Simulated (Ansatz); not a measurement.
**Relaxation of Si**

Computed with DFT r2SCAN, scalar-relativistic, plane waves, PAW in Ansatz. Run with 500 eV cutoff, 12×12×2 k-mesh, Gaussian smearing of 0.10 eV, no spin polarisation.

What was changed in C: C → Si on all its sites, cell and atoms relaxed.

Command:

```bash
ansatz run input.yaml --threads 2 --pin off --max-ram 5120MiB --backend cpu --events-out ev --progress --plain --runs-dir out
```

Input:

```yaml
crystal:
  lattice:
    - [3.8746041481, 0.0, 0.0]
    - [-1.9373020741, 3.3555056219, 0.0]
    - [0.0, 0.0, 29.9814031334]
  atoms:
    - { symbol: Si, position: [0.6666666667, 0.3333333333, 1.0043066683] }
    - { symbol: Si, position: [0.6666666667, 0.3333333333, 0.5254228123] }
    - { symbol: Si, position: [0.6666666667, 0.3333333333, 0.7059105177] }
    - { symbol: Si, position: [0.6666666667, 0.3333333333, 0.2270266616] }
    - { symbol: Si, position: [0.0, 0.0, 0.615666665] }
    - { symbol: Si, position: [0.3333333333, 0.6666666667, 0.2059105177] }
    - { symbol: Si, position: [0.0, 0.0, 0.115666665] }
    - { symbol: Si, position: [0.6666666667, 0.3333333333, 0.615666665] }
    - { symbol: Si, position: [0.3333333333, 0.6666666667, 0.7270266616] }
    - { symbol: Si, position: [0.3333333333, 0.6666666667, 0.115666665] }
    - { symbol: Si, position: [0.3333333333, 0.6666666667, 0.5043066683] }
    - { symbol: Si, position: [0.3333333333, 0.6666666667, 1.0254228123] }
basis:
  ecutwfc: 500
kpoints:
  mp_grid: { grid: [12, 12, 2] }
hamiltonian:
  xc: r2scan
scf:
  occupations: { method: gaussian, width: 0.1 }
output:
  forces: true
  stress: true
  eigenvalues: true
relax:
  adjacent_minimum: "off"
  f_tol: 0.01
  max_steps: 60
  cell: { stress_tol: 0.1 }
```

F is the free energy. Steps run on the plane waves of an earlier cell, but the last one, and at times one on the way, on a freshly chosen basis, so a repeated geometry can differ a little in energy.

Steps:

| step | F − F(1) (eV) | largest force component (eV/Å) | V (Å³/atom) | P (GPa) |
| --- | --- | --- | --- | --- |
| 1 | 0.0000 | 0.093 | 32.483 | 0.23 |
| 2 | -0.0301 | 0.098 | 32.488 | -0.06 |
| 3 | -0.0369 | 0.073 | 32.490 | -0.09 |
| 4 | -0.0284 | 0.158 | 32.555 | 0.32 |
| 5 | -0.0410 | 0.021 | 32.541 | 0.01 |
| 6 | -0.0400 | 0.013 | 32.689 | -0.20 |
| 7 | -0.0413 | 0.004 | 32.577 | 0.01 |
| 8 | -0.0414 | 0.004 | 32.577 | 0.01 |

Relaxed structure:

```xyz
12
Lattice="3.8640 0.0000 0.0000 -1.9320 3.3463 0.0000 0.0000 0.0000 30.2335" Properties=species:S:1:pos:R:3 pbc="T T T"
Si    1.9320    1.1154   30.2537
Si    1.9320    1.1154   15.7633
Si    1.9320    1.1154   21.4641
Si    1.9320    1.1154    6.9738
Si    0.0000    0.0000   18.6137
Si    0.0000    2.2309    6.3474
Si    0.0000    0.0000    3.4970
Si    1.9320    1.1154   18.6137
Si    0.0000    2.2309   22.0905
Si    0.0000    2.2309    3.4970
Si    0.0000    2.2309   15.1369
Si    0.0000    2.2309   30.8801
```

The structure is hexagonal, space group P6_3/mmc (No. 194). The conventional cell has a = 3.864 Å, b = 3.864 Å, c = 30.233 Å, α = 90.00°, β = 90.00°, γ = 120.00°. Around Si (site symmetry 3m) lie 3 Si at 2.32 Å. Si (site symmetry 3m) has 3 Si at 2.32 Å as nearest neighbours. Around Si (site symmetry -6m2) lie 3 Si at 2.23 Å. Around Si (site symmetry -6m2) lie 3 Si at 2.23 Å.

The run converged. It took 5.8 min on 2 threads of Arm Neoverse V1, with other jobs on the host, peak memory 1.7 GiB.